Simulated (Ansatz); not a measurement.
In₂Ag in space group I4/mcm (No. 140; In on 8h, Ag on 4a) at seven volumes, DFT-PBEsol in the program Ansatz with PAW potentials, shape and atoms relaxed at each. One row is withheld.

| V (Å³/atom) | P (GPa) |
|---|---|
| 19.770 | ? |
| 20.422 | 4.94 |
| 21.074 | 2.22 |
| 21.726 | 0.00 |
| 22.377 | -1.81 |
| 23.029 | -3.29 |
| 23.681 | -4.48 |

Q: Fit the shown pressures and predict the withheld one.

A: P = (3/2)B₀(x^(7/2) − x^(5/2))[1 + (3/4)(B′ − 4)(x − 1)] with x = (V₀/V)^(2/3). Least squares on the six rows gives V₀ = 21.726 Å³/atom, B₀ = 66.8 GPa, B′ = 5.79. At V = 19.770, x = 1.0649 and P = 8.28 GPa. The run itself gave 8.26 GPa.

The workflow started from an entry of the Crystallography Open Database (COD). Whether it is the stable phase at ambient conditions was not checked. The cell was relaxed with PBEsol under the symmetry of its start; whether a distortion lowers the energy is not shown. No spin polarisation was allowed.

Potentials: the later of the program's two PAW sets.
